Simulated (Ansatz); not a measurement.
# Relaxing a structure of GaN

The start is a generated trial cell of GaN in the 6H structure type. A full variable-cell relaxation at zero pressure is run with PBE (plane waves to 420 eV, PAW, scalar-relativistic; Ansatz, an electronic-structure program). The first steps use a coarse 7×7×2 k-mesh.

Initial structure:
```
CELL_PARAMETERS angstrom
      3.20050     0.00000     0.00000
     -1.60025     2.77172     0.00000
      0.00000     0.00000    15.70474
ATOMIC_POSITIONS crystal
  Ga 0.00000 0.00000 0.00000
  Ga 0.00000 0.00000 0.50000
  Ga 0.66667 0.33333 0.83325
  Ga 0.33333 0.66667 0.33325
  Ga 0.66667 0.33333 0.16650
  Ga 0.33333 0.66667 0.66650
  N  0.00000 0.00000 0.87460
  N  0.00000 0.00000 0.37460
  N  0.66667 0.33333 0.70785
  N  0.33333 0.66667 0.20785
  N  0.66667 0.33333 0.04150
  N  0.33333 0.66667 0.54150
```

How large is the pressure on the unrelaxed cell, and of which sign?

+2.3 GPa (positive: the cell is compressed).

How much energy is released per atom?

0.001 eV/atom.

How does the volume per atom move from start to end?

+1.3 %, from 11.61 to 11.76 Å³/atom.

What band gap does the relaxed structure have at this level?

1.59 eV, direct at Γ (no spin-orbit coupling).

Write out the relaxed structure.


Space group P6₃mc (No. 186); a = b = 3.2168 Å, c = 15.7479 Å, α = β = 90.00°, γ = 120.00°

```
atom  site  symmetry       x       y       z
----  ----  --------  ------  ------  ------
Ga      2a       3m.  0.0000  0.0000  0.4998
Ga      2b       3m.  0.3333  0.6667  0.3333
Ga      2b       3m.  0.6667  0.3333  0.1666
N       2a       3m.  0.0000  0.0000  0.3746
N       2b       3m.  0.3333  0.6667  0.2081
N       2b       3m.  0.6667  0.3333  0.0414
```

The space group stays P6₃mc (No. 186) (the run could not lower it); the end is AFLOW prototype AB_hP12_186_a2b_a2b (B6, as in SiC), with 12 atoms in the primitive cell. Final values are on a 10×10×2 k-mesh of the relaxed cell. No spin polarisation in the result.

The run could not lose the symmetry of its start; a randomly shaken copy of 12 atoms returns to this structure.

The first start was generated by placing the elements on the sites of a structure type. A measured structure of GaN has the same space group, P6₃mc (No. 186); the sites were not compared with it.
